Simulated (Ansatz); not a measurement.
AlP (zinc blende), relaxed and computed with several functionals in Ansatz (plane waves, PAW).

```csv
functional,a (Å),gap (eV),B₀ by P(V) fit (GPa)
PBE,5.507,1.63,82.5
HSE06,5.475,2.28,90.8
LDA,5.434,1.42,89.9
```

All cells were relaxed under the symmetry of their starts (and spin orders); stability against distortions was not tested throughout.

Potentials: the earlier of the program's two PAW sets. The files were generated under PBE; for other functionals the program regenerates the frozen cores, and for LDA and PBEsol the local potential too.

Ansatz (a program for electronic structure) is a plane-wave DFT program.
